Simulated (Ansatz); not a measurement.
AlGa3P4 as one 8-atom ordering (R3m) on the zincblende lattice: an Ansatz output whose functional has been blanked. The geometry is the r2SCAN minimum.

```yaml
crystal:
  lattice:
    - [1.92991, 1.11424, 12.60484]
    - [-1.92991, 1.11424, 12.60484]
    - [0.00000, -2.22847, 12.60484]
  atoms:
    - { symbol: Al, position: [0.99993, 0.99993, 0.99993] }
    - { symbol: Ga, position: [0.24987, 0.24987, 0.24987] }
    - { symbol: Ga, position: [0.49997, 0.49997, 0.49997] }
    - { symbol: Ga, position: [0.75018, 0.75018, 0.75018] }
    - { symbol: P, position: [0.31247, 0.31247, 0.31247] }
    - { symbol: P, position: [0.56241, 0.56241, 0.56241] }
    - { symbol: P, position: [0.81257, 0.81257, 0.81257] }
    - { symbol: P, position: [0.06259, 0.06259, 0.06259] }
```

```
Pseudopotential: Al, paw, valence charge 3, recommended cutoff 420 eV
Pseudopotential: Ga, paw, valence charge 13, recommended cutoff 420 eV
Pseudopotential: P, paw, valence charge 5, recommended cutoff 420 eV
Crystal: 8 atoms, lattice volume = 162.631 Å³
Basis set: ecut = 420 eV, 3223 PW (Γ), FFT grids on a1−a3, a2−a3, a3
Bands: 37, of which v1, the nominal top of the filled ones, is band 31 counted from 1 (30 counted from 0)
Symmetry: 6 space group operations
Space group: R3m (ITA 160)
k-points: 13 of 64 (time reversal used)
[warm-up without exact exchange]
SCF 1 stopped early in 5 iterations: F = -14912.817459 eV  dr2 = 7.38e-5
[exact exchange on]
SCF 2 stopped early in 8 iterations: F = -14917.048389 eV  dr2 = 1.06e-5
hybrid outer 1: dexx = +3.041e-2 eV, tail = 9.95e-5 eV
SCF 3 converged in 7 iterations: F = -14917.047822 eV  dr2 = 1.40e-9
hybrid outer 2: dexx = +3.560e-6 eV, tail = 4.62e-8 eV, Δε = 4.74e-3 eV, ΔF = 2.60e-3 eV/Å
NSCF: frozen V_eff on 9 k-points
hybrid SCF converged: 2 outer / 15 inner (+5 warm-up)
Free energy (F): -14917.047822 eV
Fermi energy:    6.117315 eV
--- Per-component energies (eV) ---
  E_band       = -302.756607
  E_kinetic    = 650.386883
  E_local      = -7816.674718
  E_nonlocal   = 1424.130423
  E_hartree    = 3647.811997
  E_xc         = -399.927793
  E_vxc        = -361.047980
  E_exx        = -180.742654
  E_paw        = -8634.905681
  E_vpaw       = -1133.689428
  E_ewald      = -3607.115225
  E_core_change = -0.010718
--- Forces (eV/Å), atoms counted from 1 ---
  atom   1  Al      0.00000      0.00000      0.02163
  atom   2  Ga      0.00000      0.00000      0.00095
  atom   3  Ga      0.00000      0.00000      0.00259
  atom   4  Ga      0.00000      0.00000    -0.01107
  atom   5  P       0.00000      0.00000      0.04274
  atom   6  P       0.00000      0.00000    -0.00286
  atom   7  P       0.00000      0.00000    -0.00014
  atom   8  P       0.00000      0.00000    -0.05382
--- Stress (GPa, compression-positive) ---
        0.988995       0.000000       0.000000
        0.000000       0.988995       0.000000
        0.000000       0.000000       0.072211
  P = ⅓ Tr σ = 0.6834 GPa (6.834 kbar)
--- Band table (eV; the first three rows and the last of 13) ---
  k-point 0: bands = […, 5.3466, 5.5278, 5.5278, 6.1170, 6.1170, 6.1173, 8.7734, 9.0972, 9.2746, 9.8963, …]
  k-point 1: bands = […, 4.0974, 4.1194, 4.1887, 5.1504, 5.2791, 5.4460, 9.1356, 9.5027, 9.8085, 10.4412, …]
  k-point 2: bands = […, 3.4781, 3.5498, 3.9531, 4.0757, 4.6243, 4.6894, 8.6608, 8.8448, 9.5849, 9.6619, …]
  k-point 12: bands = […, 5.1524, 5.1524, 5.7861, 5.7861, 5.9830, 5.9830, 8.8758, 9.0494, 9.6075, 10.1597, …]
```

bands.tsv, columns around the gap (it counts bands from 0):
```tsv
# k_distance	band_26	band_27	band_28	band_29	band_30	band_31	band_32	band_33	band_34
# fermi_ev = 6.117315
# [0, 0, 0] at k_distance = 0.000000
# [-0.5, -0.5, -0.5] at k_distance = 0.249237
# [-0.5, -0.1718760677, -0.8281239323] at k_distance = 1.317505
# [-0.1718760677, 0.1718760677, -0.5] at k_distance = 1.486240
# [0, 0, -0.5] at k_distance = 2.045814
# [0, 0.3359380338, -0.3359380338] at k_distance = 2.598991
# [-0.3359380338, 0, -0.6640619662] at k_distance = 2.765797
# [-0.5, 0, -0.5] at k_distance = 3.299931
# [0.377604, 0.377604, -0.080729] at k_distance = 4.245038
# levels_relative_to = fermi_ev
0.000	-0.590	-0.590	0.000	0.000	0.000	2.656	2.980	3.157	3.779
0.249	-0.965	-0.331	-0.331	-0.134	-0.134	2.758	2.932	3.490	4.042
1.318	-3.876	-2.405	-2.401	-2.120	-2.087	3.375	3.533	4.427	4.480
1.486	-3.876	-2.405	-2.401	-2.120	-2.087	3.375	3.533	4.427	4.480
2.046	-2.567	-2.164	-2.042	-1.493	-1.428	2.543	2.727	3.468	3.545
2.599	-3.815	-2.502	-2.260	-2.242	-2.006	3.280	3.755	4.032	4.816
2.766	-3.815	-2.502	-2.260	-2.242	-2.006	3.280	3.755	4.032	4.816
3.300	-2.768	-2.130	-2.059	-1.136	-1.118	2.252	2.551	2.899	3.295
4.245	-2.734	-2.224	-1.919	-1.281	-1.140	2.253	2.678	2.984	3.183
```
In order the rows are Γ, T, H₂, H₀, L, S₀, S₂, F, (0.378, 0.378, -0.081).

Problem. Which functional gave these numbers?
A. r2SCAN0
B. LC-ωPBE
C. DDH-PBE0
D. HSE06

Solution. D. HSE06. The exchange loop and the term E_exx show exact exchange. HSE06 gives an indirect gap of 2.25 eV, from Γ to F; the least direct gap is 2.66 eV at Γ. Among hybrids the size of the gap and of E_exx follows the share and range of exact exchange. The stress of a hybrid is loosely converged here. The log narrows the family; the member has to be judged from the numbers.

Run as `ansatz run input.yaml --threads 4 --pin off --max-ram 6451MiB --backend cpu --events-out ev --progress --plain --runs-dir out`. It took 94 s on 4 threads of AMD EPYC 9R45 96-Core Processor (Zen 5) (shared host); peak host memory 3.1 GiB.

Values at 0 K without nuclear motion; spin polarisation is off, and the phase may be a hypothetical one.
